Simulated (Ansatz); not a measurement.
## Relaxing chlorine (solid Cl2 (Cmce))

All numbers below come from Ansatz 0.2.0, DFT, RPBE, plane waves (420 eV) with PAW, scalar-relativistic. (PAW data from PBE, frozen cores regenerated.)

k-point mesh 5×5×2, Fermi-Dirac smearing 0.05 eV, no spin polarisation. Cell and atoms relax.

Starting structure:

```
Cl
1.0
     3.07265   -2.19770    0.00000
     3.07265    2.19770    0.00000
     0.00000    0.00000    8.15370
Cl
4
Direct
  0.87630 0.12370 0.10250
  0.62370 0.37630 0.60250
  0.12370 0.87630 0.89750
  0.37630 0.62370 0.39750
```

Q: What cell does the relaxation end in?

A: Cmce with a = 8.044 Å, b = 5.324 Å, c = 9.335 Å; 49.97 Å³ per atom against 27.53 at the start (81.5 %).

Q: How much energy does the relaxation gain?

A: 118.0 meV per atom.

Path of the relaxation (the plane waves are chosen anew near the end, which can shift the energy a little):

| step | E − E(final) (meV/atom) | V (Å³/atom) | P (GPa) | max force (eV/Å) |
| --- | --- | --- | --- | --- |
| 0 | 117.98 | 27.530 | 3.79 | 0.401 |
| 1 | 66.14 | 30.891 | 1.78 | 0.049 |
| 2 | 36.28 | 34.337 | 0.98 | 0.016 |
| 3 | 17.85 | 38.770 | 0.56 | 0.104 |
| 4 | 12.03 | 42.190 | 0.09 | 0.008 |
| 5 | 11.60 | 42.995 | 0.03 | 0.012 |
| 6 | 11.58 | 43.160 | 0.00 | 0.002 |
| 7 | 11.57 | 43.258 | 0.00 | 0.000 |
| 8 | 4.85 | 43.258 | 0.21 | 0.006 |
| 9 | 1.45 | 46.534 | 0.06 | 0.016 |
| 10 | 0.48 | 49.070 | 0.02 | 0.008 |
| 11 | 0.40 | 49.838 | -0.01 | 0.001 |
| 12 | 0.39 | 49.967 | -0.01 | 0.003 |
| 13 | 0.00 | 49.967 | 0.00 | 0.003 |

This functional, with no dispersion term, lets the cell expand far past the measured one.
